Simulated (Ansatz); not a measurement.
Si2MoN4:
```
CELL_PARAMETERS angstrom
      2.88713     0.00000     0.00000
     -1.44356     2.50033     0.00000
      0.00000     0.00000    20.83197
ATOMIC_POSITIONS crystal
  Mo 0.33333 0.66667 0.25000
  Mo 0.66667 0.33333 0.75000
  N  0.66667 0.33333 0.30966
  N  0.33333 0.66667 0.80966
  N  0.33333 0.66667 0.69034
  N  0.66667 0.33333 0.19034
  Si 0.66667 0.33333 0.39283
  Si 0.33333 0.66667 0.89283
  Si 0.33333 0.66667 0.60717
  Si 0.66667 0.33333 0.10717
  N  0.00000 0.00000 0.41657
  N  0.00000 0.00000 0.91657
  N  0.00000 0.00000 0.58343
  N  0.00000 0.00000 0.08343
```

Relaxed with r²SCAN+D4. Special points in fractions of this cell's reciprocal vectors: Γ (0.000, 0.000, 0.000); M (0.500, 0.000, 0.000); K (0.333, 0.333, 0.000); A (0.000, 0.000, 0.500); L (0.500, 0.000, 0.500); H (0.333, 0.333, 0.500).

Task: List the band energies nearest the valence-band maximum at these points for r²SCAN+D4 with spin–orbit coupling in the plane-wave PAW code Ansatz.

Result: In eV from the valence-band maximum; about four levels below and three above (degenerate sets whole), none deeper than 8.9 eV; points with the same levels are listed once.

```json
[
 {"k": "Γ", "below": "-0.11 -0.11 0.00 0.00", "above": "2.90 2.90 2.90 2.90"},
 {"k": "M", "below": "-1.13 -1.13 -1.08 -1.08", "above": "2.74 2.74 2.84 2.84"},
 {"k": "K", "below": "-0.48 -0.48 -0.34 -0.34", "above": "1.84 1.84 1.84 1.84"},
 {"k": "A", "below": "-0.05 -0.05 -0.05 -0.05", "above": "2.90 2.90 2.90 2.90"},
 {"k": "L", "below": "-1.10 -1.10 -1.10 -1.10", "above": "2.79 2.79 2.79 2.79"},
 {"k": "H", "below": "-0.48 -0.48 -0.35 -0.35", "above": "1.84 1.84 1.84 1.84"}
]
```

Space group P6_3/mmc. The start of the workflow was typed in or built on a structure type; neither database checked (COD, Materials Project) lists it. Whether it is the stable phase at ambient conditions was not checked. Symmetry was held in the r²SCAN+D4 relaxation; its stability against distortions is not shown here. The workflow began spin-polarised and lost its moments.

Potentials: the later of the program's two PAW sets.
